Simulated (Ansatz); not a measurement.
Input and command of a calculation in Ansatz (plane waves; scalar-relativistic PAW potentials unless the input names others):

```yaml
crystal:
  lattice:
    - [1.5973407121, 0.9222250901, 3.4820959932]
    - [-1.5973407121, 0.9222250901, 3.4820959932]
    - [0.0, -1.8444501802, 3.4820959932]
  atoms:
    - { symbol: Mg, position: [0.0, 0.0, 0.0] }
    - { symbol: O, position: [0.4291250189, 0.4291250189, 0.4291250189] }
    - { symbol: O, position: [0.5708749811, 0.5708749811, 0.5708749811] }
basis:
  ecutwfc: 500
kpoints:
  mp_grid: { grid: [6, 6, 6] }
hamiltonian:
  xc: r2scan
scf:
  occupations: { method: gaussian, width: 0.02 }
output:
  forces: true
  eigenvalues: true
  stress: true
```

```bash
ansatz run input.yaml --threads 1 --pin off --max-ram 2560MiB --backend cpu --events-out ev --progress --plain --runs-dir out
```

Abridged log:
```
Basis set: ecut = 500 eV, 775 PW (Γ), exchange–correlation on 120×120×120 points (64 copies of the dense FFT grid, shifted against one another)
Bands: 15, of which v1, the nominal top of the filled ones, is band 11 counted from 1 (10 counted from 0)
Symmetry: 12 space group operations
k-points: 32 of 216
SCF iter   1: F=—  HF=-3063.640301 eV  |F-HF|=—  |Δ(HF+E_count)|=         —  Δρ=1.07e-2  dr2=1.13e-2  dr2_τ=1.35e-1  ethr=1.77e-3  ⟨swp⟩=6.2  Hψ=2572  notcnv=0
SCF iter   2: F=—  HF=-3063.715524 eV  |F-HF|=—  |Δ(HF+E_count)|=   7.52e-2  Δρ=4.98e-3  dr2=2.56e-3  dr2_τ=2.25e-4  ethr=5.15e-5  ⟨swp⟩=3.0  Hψ=1316  notcnv=0
SCF iter   3: F=—  HF=-3063.715954 eV  |F-HF|=—  |Δ(HF+E_count)|=   4.30e-4  Δρ=1.22e-3  dr2=2.44e-4  dr2_τ=3.00e-5  ethr=1.16e-5  ⟨swp⟩=2.3  Hψ=801  notcnv=0
SCF iter   4: F=—  HF=-3063.715901 eV  |F-HF|=—  |Δ(HF+E_count)|=   5.25e-5  Δρ=3.06e-4  dr2=1.70e-5  dr2_τ=5.05e-6  ethr=1.11e-6  ⟨swp⟩=2.0  Hψ=765  notcnv=0
SCF iter   5: F=—  HF=-3063.715901 eV  |F-HF|=—  |Δ(HF+E_count)|=   4.59e-7  Δρ=5.98e-5  dr2=3.01e-7  dr2_τ=6.39e-8  ethr=7.75e-8  ⟨swp⟩=2.0  Hψ=677  notcnv=0
SCF iter   6: F=-3063.715901 eV  HF=-3063.715901 eV  |F-HF|=5.12e-9  |Δ(HF+E_count)|=   4.31e-7  Δρ=1.02e-5  dr2=1.69e-8  dr2_τ=2.07e-9  ethr=4.55e-10  ⟨swp⟩=5.3  Hψ=2116  notcnv=0
SCF 1 converged in 6 iterations: F = -3063.715901 eV  dr2 = 1.69e-8
SCF converged after 6 iterations
Free energy (F): -3063.715901 eV
Harris-Foulkes:  -3063.715901 eV  (|F-HF|=5.12e-9)
Internal energy: -3063.715901 eV  (E = F + TS)
E sigma→0 (E₀):  -3063.715901 eV
Fermi energy:    7.661936 eV
--- Forces (eV/Å), atoms counted from 1 ---
  atom   1  Mg     0.00000000     0.00000000     0.00000000
  atom   2  O      0.00000000     0.00000000     0.00256670
  atom   3  O      0.00000000     0.00000000    -0.00256670
--- Stress (GPa, compression-positive) ---
       -3.740413       0.000000       0.000000
        0.000000      -3.740413       0.000000
        0.000000       0.000000      -3.684789
  P = ⅓ Tr σ = -3.7219 GPa (-37.219 kbar)
```

Apart from outputs, empty bands and the relaxation, which only the reference makes, the input differs from a reference run on usual settings in kpoints.mp_grid.grid: [12, 12, 12] → [6, 6, 6]. The reference, at the same geometry, ended its own course with pressure -3.72 GPa, largest force 0.002 eV/Å, gap on the mesh 3.07 eV. This run converged in 6 SCF iterations with an energy at zero smearing 0.01 meV/atom above the reference's, pressure -3.72 GPa, largest force 0.003 eV/Å, gap on the mesh 3.07 eV. Its k mesh is looser than usual, yet energy, pressure and forces hardly moved.

It took 2.6 s on 1 thread of Intel(R) Xeon(R) Processor @ 2.70GHz, on a shared host, peak memory 0.41 GiB.